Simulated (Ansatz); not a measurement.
With r²SCAN (plane waves, PAW; program Ansatz), Al2W in the orthorhombic phase (Fddd; Al on 16f, W on 8b) relaxes to a = 4.929 Å, b = 8.288 Å, c = 8.901 Å. Against the elements it lies at -0.072 eV/atom, with no fitted shifts.

Electronic character: metallic (no gap).

The bulk modulus is 171 GPa. Bader charges are Al +1.36, W -2.71 e.

The start of the workflow was typed in or built on a structure type; neither database checked (COD, Materials Project) lists it. Its standing as an ambient phase is unchecked. Symmetry was held in the r²SCAN relaxation; its stability against distortions is not shown here. No spin polarisation was allowed. Axis ratios of metals converge slowly with the k-mesh, so a and c are less sure than the volume. The references are the lowest solids computed at this level, not always the standard phases. Scalar-relativistic: spin–orbit coupling is off unless named, which matters more the heavier the elements.

Potentials: the later of the program's two PAW sets.
